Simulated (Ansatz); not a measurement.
## Calculated quadrupolar parameters for KTaO₃

The cell is a computed structure from the Materials Project (it need not be an observed phase), taken as it stands.

```
K Ta O
1.0
     3.99488    0.00000    0.00000
     0.00000    3.99488    0.00000
     0.00000    0.00000    3.99488
K Ta O
1 1 3
Direct
  0.50000 0.50000 0.50000
  0.00000 0.00000 0.00000
  0.00000 0.50000 0.00000
  0.00000 0.00000 0.50000
  0.50000 0.00000 0.00000
```

Sites (sets of like atoms) are named by element and the number of their first atom in this list.

All values are calculated (Ansatz; DFT, PBE, plane waves and PAW, scalar-relativistic, 420 eV cutoff, Γ-centred 5×5×5 k-points, Fermi–Dirac smearing 0.02 eV), not measured.

V_zz is the principal component of the electric field gradient with the largest magnitude, η = (V_xx − V_yy)/V_zz and C_Q = eQV_zz/h. ν_Q = 3|C_Q|/[2I(2I − 1)].

K-41: I = 3/2, Q = 73.40 mb; Ta-181: I = 7/2, Q = 3170 mb; ¹⁷O: I = 5/2, Q = -25.58 mb. Q values from Pyykkö, Mol. Phys. 116, 1328 (2018).

```tsv
site	atoms (order as listed)	first shell	C_Q (MHz)	η	ν_Q (MHz)
K	1	12 O at 2.82 Å	0	–	0
Ta	2	6 O at 2.00 Å	0	–	0
O	3, 4, 5	2 Ta at 2.00 Å, angle 180°; also 4 K at 2.82 Å	-1.41	0.00	0.211
```

An axis of threefold or higher order runs through O, so V_zz lies along it and η is zero. K and Ta sit on a cubic site, where every gradient vanishes.

Without spin–orbit coupling the gradients at and beside Ta can be off by some per cent, at some sites by more.

Hardware: 1 thread of Intel Xeon Platinum 8488C (Sapphire Rapids) (x86_64; 90 cores open to the job, memory cap 3.0 GiB, no GPU), a shared host with a load of 0.5 a core. Wall time 3.4 s, CPU time 3.3 s, peak memory 0.46 GiB.
